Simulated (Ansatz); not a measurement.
The start is a relaxed Pt cell, doubled along one cell vector, shaken by Gaussian noise of σ = 0.08 Å a coordinate. The structure is fully relaxed (lattice and positions, P = 0) with PBEsol (plane waves to 420 eV, PAW, scalar-relativistic; Ansatz, a program for electronic structure). The first steps use a coarse 14×7×14 k-mesh.

The start:
```
CELL_PARAMETERS angstrom
      1.37187     0.79205     6.94669
     -2.74373     1.58409    13.89337
      0.00000    -1.58409     6.94669
ATOMIC_POSITIONS crystal
  Pt 0.96627 0.99643 0.03094
  Pt 0.98123 0.49391 0.04532
  Pt 0.23109 0.11283 0.21390
  Pt 0.26562 0.61382 0.19197
  Pt 0.69773 0.39591 0.85325
  Pt 0.71517 0.89252 0.84200
```

| Item | Value |
|---|---|
| Largest initial force | 1.50 eV/Å, on Pt1 (atoms numbered as listed) |
| Energy released | 0.06 eV/atom |
| Volume change | +0.7 %, from 15.10 to 15.20 Å³/atom |
| Relative to the parent | It does not go back: it reaches I4/mmm (No. 139), AFLOW prototype A_tI2_139_a (A_a), 0.03 eV/atom below the parent |
| Shortest distances (start → end) | The closest pairs of elements (up to four, under 3.6 Å), start → end: Pt–Pt 2.65 → 2.70 Å |
| Band gap at the end | no gap (metallic) |
| Optimiser moves | 11 |

It ends as:

```cif
data_Pt2
_chemical_formula_sum 'Pt2'
_space_group_name_H-M_alt 'I4/mmm'
_space_group_IT_number 139
_space_group_name_Hall '-I 4 2'
_cell_length_a 3.35251
_cell_length_b 3.35251
_cell_length_c 2.70455
_cell_angle_alpha 90.000
_cell_angle_beta 90.000
_cell_angle_gamma 90.000
loop_
_atom_site_label
_atom_site_type_symbol
_atom_site_symmetry_multiplicity
_atom_site_Wyckoff_symbol
_atom_site_fract_x
_atom_site_fract_y
_atom_site_fract_z
_atom_site_occupancy
Pt1 Pt 2 b 0.00000 0.00000 0.50000 1
```
(The calculation used a cell of 1 atom; values per cell refer to that cell.)

Final values are on a 22×22×22 k-mesh of the relaxed cell. No spin polarisation in the result.

The relaxed structure here is a generated cell of Pt: the first start was made by placing the elements on the sites of a structure type, and the end was not matched to a known phase here, so it may be hypothetical. Known forms of Pt include space group No. 225.
